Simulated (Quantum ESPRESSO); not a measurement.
ZnAl3SAs3, input and log of a self-consistent run

A calculation, not a measurement. The program is pw.x of Quantum ESPRESSO 7.5 (plane-wave density functional theory). The cell is made up: 8 atoms on a zincblende/diamond lattice, with randomly drawn elements, strain and displacements, not relaxed. PseudoDojo standard norm-conserving files (v0.5 for PBE, v0.4.1 for LDA and PBEsol) set the functional; there is no spin polarisation, spin-orbit coupling or dispersion term, and the masses in the input are unused placeholders.

Input:

```
&control calculation='scf', pseudo_dir='./dojo.nc.sr.pbe.v0_5.standard.upf', outdir='./o', disk_io='low', tprnfor=.true., tstress=.true. /
&system ibrav=0, nat=8, ntyp=4, nbnd=46, ecutwfc=105.61755193, nosym=.true., tot_charge=0,
 occupations='smearing', smearing='fd', degauss=0.0018374661
/
&electrons conv_thr=7.350e-09, electron_maxstep=60, /
ATOMIC_SPECIES
Al 1.0 Al.upf
As 1.0 As.upf
S 1.0 S.upf
Zn 1.0 Zn.upf
CELL_PARAMETERS angstrom
5.8534 0.0552 0.0522
0.0552 5.8089 0.0343
0.0533 0.035 5.637
ATOMIC_POSITIONS angstrom
Zn 0.0742 -0.0224 -0.0632
Al 0.0071 2.8493 2.692
Al 2.9706 0.082 2.8415
Al 3.0127 2.9785 -0.0079
S 1.5815 1.6167 1.4221
As 1.5832 4.2705 4.288
As 4.4656 1.4457 4.3242
As 4.2704 4.493 1.616
K_POINTS automatic
6 6 6 1 1 1
```

The log is shortened where brackets say so; the opening notice, blank lines, dates and the lines on written files are dropped, and the path of the files is cut. It prints rydbergs, bohrs and kilobars, and counts compression as positive stress. With no partly filled state, the Fermi energy that it prints is only some level between the filled and the empty states on the mesh, and need not lie in the true gap.

```
     Program PWSCF v.7.5
     Parallel version (MPI & OpenMP), running on       4 processor cores
     Number of MPI processes:                 4
     Threads/MPI process:                     1
     [start-up lines left out]
     bravais-lattice index     =            0
     lattice parameter (alat)  =      11.0623  a.u.
     unit-cell volume          =    1293.1703 (a.u.)^3
     number of atoms/cell      =            8
     number of atomic types    =            4
     number of electrons       =        80.00
     number of Kohn-Sham states=           46
     kinetic-energy cutoff     =     105.6176  Ry
     charge density cutoff     =     422.4702  Ry
     scf convergence threshold =      7.3E-09
     mixing beta               =       0.7000
     number of iterations used =            8  plain     mixing
     Exchange-correlation= PBE
                           (   1   4   3   4   0   0   0)
     [axes and pseudopotential details left out]
   Cartesian axes
     site n.     atom                  positions (alat units)
         1        Zn     tau(   1) = (   0.0126753  -0.0038265  -0.0107962  )
         2        Al     tau(   2) = (   0.0012129   0.4867359   0.4598649  )
         3        Al     tau(   3) = (   0.5074572   0.0140078   0.4854035  )
         4        Al     tau(   4) = (   0.5146490   0.5088067  -0.0013495  )
         5        S      tau(   5) = (   0.2701621   0.2761752   0.2429324  )
         6        As     tau(   6) = (   0.2704525   0.7295145   0.7325040  )
         7        As     tau(   7) = (   0.7628428   0.2469639   0.7386879  )
         8        As     tau(   8) = (   0.7294974   0.7675234   0.2760556  )
     number of k points=   108  Fermi-Dirac smearing, width (Ry)=  0.0018
     Number of k-points >= 100: set verbosity='high' to print them.
     Dense  grid:   189607 G-vectors     FFT dimensions: (  75,  72,  72)
     Estimated max dynamical RAM per process >     714.45 MB
     Estimated total dynamical RAM >       2.66 GB
     Initial potential from superposition of free atoms
     starting charge      79.9918, renormalised to      80.0000
     Starting wfcs are   53 randomized atomic wfcs
     total cpu time spent up to now is       11.5 secs
     per-process dynamical memory:   606.3 Mb
     Self-consistent Calculation
     iteration #  1     ecut=   105.62 Ry     beta= 0.70
     Davidson diagonalization with overlap
     ethr =  1.00E-02,  avg # of iterations =  4.0
     Threshold (ethr) on eigenvalues was too large:
     Diagonalizing with lowered threshold
     Davidson diagonalization with overlap
     ethr =  4.58E-04,  avg # of iterations =  2.1
     total cpu time spent up to now is       64.0 secs
     total energy              =   -1090.54066032 Ry
     estimated scf accuracy    <       0.36519540 Ry
     iteration #  2     ecut=   105.62 Ry     beta= 0.70
     Davidson diagonalization with overlap
     ethr =  4.56E-04,  avg # of iterations =  5.0
     total cpu time spent up to now is       92.5 secs
     total energy              =   -1090.61184657 Ry
     estimated scf accuracy    <       0.16232432 Ry
     iteration #  3     ecut=   105.62 Ry     beta= 0.70
     Davidson diagonalization with overlap
     ethr =  2.03E-04,  avg # of iterations =  2.2
     total cpu time spent up to now is      117.5 secs
     total energy              =   -1090.65053243 Ry
     estimated scf accuracy    <       0.01371918 Ry
     iteration #  4     ecut=   105.62 Ry     beta= 0.70
     Davidson diagonalization with overlap
     ethr =  1.71E-05,  avg # of iterations =  8.4
     total cpu time spent up to now is      149.4 secs
     total energy              =   -1090.65409160 Ry
     estimated scf accuracy    <       0.00167066 Ry
     iteration #  5     ecut=   105.62 Ry     beta= 0.70
     Davidson diagonalization with overlap
     ethr =  2.09E-06,  avg # of iterations =  4.9
     total cpu time spent up to now is      177.2 secs
     total energy              =   -1090.65434483 Ry
     estimated scf accuracy    <       0.00010408 Ry
     iteration #  6     ecut=   105.62 Ry     beta= 0.70
     Davidson diagonalization with overlap
     ethr =  1.30E-07,  avg # of iterations =  2.9
     total cpu time spent up to now is      202.7 secs
     total energy              =   -1090.65437219 Ry
     estimated scf accuracy    <       0.00001032 Ry
     iteration #  7     ecut=   105.62 Ry     beta= 0.70
     Davidson diagonalization with overlap
     ethr =  1.29E-08,  avg # of iterations =  3.7
     total cpu time spent up to now is      231.4 secs
     total energy              =   -1090.65437550 Ry
     estimated scf accuracy    <       0.00000283 Ry
     iteration #  8     ecut=   105.62 Ry     beta= 0.70
     Davidson diagonalization with overlap
     ethr =  3.54E-09,  avg # of iterations =  2.0
     total cpu time spent up to now is      255.6 secs
     total energy              =   -1090.65437585 Ry
     estimated scf accuracy    <       0.00000034 Ry
     iteration #  9     ecut=   105.62 Ry     beta= 0.70
     Davidson diagonalization with overlap
     ethr =  4.23E-10,  avg # of iterations =  2.5
     total cpu time spent up to now is      280.5 secs
     total energy              =   -1090.65437593 Ry
     estimated scf accuracy    <       0.00000002 Ry
     iteration # 10     ecut=   105.62 Ry     beta= 0.70
     Davidson diagonalization with overlap
     ethr =  2.98E-11,  avg # of iterations =  3.8
     total cpu time spent up to now is      311.6 secs
     total energy              =   -1090.65437594 Ry
     estimated scf accuracy    <          9.0E-09 Ry
     iteration # 11     ecut=   105.62 Ry     beta= 0.70
     Davidson diagonalization with overlap
     ethr =  1.13E-11,  avg # of iterations =  2.0
     total cpu time spent up to now is      336.4 secs
     End of self-consistent calculation
     Number of k-points >= 100: set verbosity='high' to print the bands.
     the Fermi energy is     6.6588 ev
!    total energy              =   -1090.65437594 Ry
     estimated scf accuracy    <          7.4E-10 Ry
     smearing contrib. (-TS)   =      -0.00000000 Ry
     internal energy E=F+TS    =   -1090.65437594 Ry
     The total energy is F=E-TS. E is the sum of the following terms:
     one-electron contribution =    -873.61575610 Ry
     hartree contribution      =     461.26315627 Ry
     xc contribution           =    -200.06331508 Ry
     ewald contribution        =    -478.23846103 Ry
     convergence has been achieved in  11 iterations
     Forces acting on atoms (cartesian axes, Ry/au):
     atom    1 type  4   force =    -0.01060567   -0.02359680    0.01404079
     atom    2 type  1   force =    -0.00191745    0.02280396    0.04182883
     atom    3 type  1   force =    -0.04930507    0.02995935    0.06018796
     atom    4 type  1   force =     0.01927726    0.00018821    0.02605519
     atom    5 type  3   force =    -0.00340040   -0.02378669   -0.00031894
     atom    6 type  2   force =    -0.03365492    0.03271271   -0.03884432
     atom    7 type  2   force =     0.00520257    0.01428912   -0.02195628
     atom    8 type  2   force =     0.07440369   -0.05256985   -0.08099323
     Total force =     0.176078     Total SCF correction =     0.000116
     Computing stress (Cartesian axis) and pressure
          total   stress  (Ry/bohr**3)                   (kbar)     P=      -23.36
  -0.00019481  -0.00019949  -0.00007154          -28.66      -29.35      -10.52
  -0.00019949  -0.00017508   0.00003313          -29.35      -25.75        4.87
  -0.00007154   0.00003313  -0.00010645          -10.52        4.87      -15.66
     init_run     :     10.84s CPU     11.40s WALL (       1 calls)
     electrons    :    320.91s CPU    324.97s WALL (       1 calls)
     forces       :      4.61s CPU      4.65s WALL (       1 calls)
     stress       :     16.52s CPU     16.91s WALL (       1 calls)
     [timing details left out]
     PWSCF        :   5m53.16s CPU   5m58.26s WALL
     JOB DONE.
```

In other units: free energy -14839.109 eV for the cell, pressure -2.34 GPa, largest force component 2.082 eV/Å. This run is the check on a run of the same cell at 1143 eV and a 4 x 4 x 4 mesh: rerunning at 1437 eV and a 6 x 6 x 6 mesh moved values by no more than 0.007 eV in energy, 0.02 GPa in stress and 0.003 eV/Å in force.